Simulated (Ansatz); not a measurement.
AlAs (zinc blende)

```cif
data_Al4As4
_chemical_formula_sum 'As4 Al4'
_space_group_name_H-M_alt 'F-43m'
_space_group_IT_number 216
_space_group_name_Hall 'F -4 2 3'
_cell_length_a 5.67426
_cell_length_b 5.67426
_cell_length_c 5.67426
_cell_angle_alpha 90.000
_cell_angle_beta 90.000
_cell_angle_gamma 90.000
loop_
_atom_site_label
_atom_site_type_symbol
_atom_site_symmetry_multiplicity
_atom_site_Wyckoff_symbol
_atom_site_fract_x
_atom_site_fract_y
_atom_site_fract_z
_atom_site_occupancy
As1 As 4 c 0.25000 0.25000 0.25000 1
Al1 Al 4 a 0.00000 0.00000 0.00000 1
```
(The calculation used a cell of 2 atoms; values per cell refer to that cell.)

Two coordinates are scanned: the volume, and the ratio of the stretch along z (the conventional c axis) to the stretch across it. Atoms keep their fractional coordinates.

All values below come from PBEsol (plane waves to 420 eV, PAW, scalar-relativistic; Ansatz, a quantum-chemistry and plane-wave program). k mesh 10×10×10 (Γ-centred), Fermi-Dirac smearing 0.05 eV. E stands for the smeared free energy. Compression counts positive. AlAs was relaxed with its symmetry unable to fall. The PAW data are Ansatz's earlier set. ΔE is measured from the relaxed starting cell.

ΔE (eV/atom), with V/V₀ across and (c/a)/(c/a)₀ down:

```tsv
(c/a)/(c/a)₀ \ V/V₀	0.920	0.960	1.000	1.040	1.080
0.920	0.0509	0.0232	0.0155	0.0243	0.0462
0.960	0.0415	0.0126	0.0040	0.0119	0.0331
1.000	0.0382	0.0089	0.0000	0.0076	0.0287
1.040	0.0418	0.0128	0.0041	0.0120	0.0332
1.080	0.0529	0.0248	0.0168	0.0253	0.0469
```

P (GPa), with V/V₀ across and (c/a)/(c/a)₀ down:

```tsv
(c/a)/(c/a)₀ \ V/V₀	0.920	0.960	1.000	1.040	1.080
0.920	6.90	2.98	-0.20	-2.77	-4.85
0.960	7.12	3.17	-0.04	-2.64	-4.73
1.000	7.19	3.22	0.01	-2.60	-4.70
1.040	7.13	3.17	-0.03	-2.63	-4.73
1.080	6.97	3.04	-0.14	-2.72	-4.80
```

Read from the data:

| Item | Value |
|---|---|
| Shear modulus C′ = (C11 − C12)/2 (fit, atoms clamped) | 27 GPa |
| Lowest place on the grid | V/V₀ = 1.000, (c/a)/(c/a)₀ = 1.000 (0.0 meV/atom) |
| Highest place on the grid | V/V₀ = 0.920, (c/a)/(c/a)₀ = 1.080 (52.9 meV/atom) |

(Under strain, the slope of the energy per volume gives the stress and its curvature an elastic modulus.)
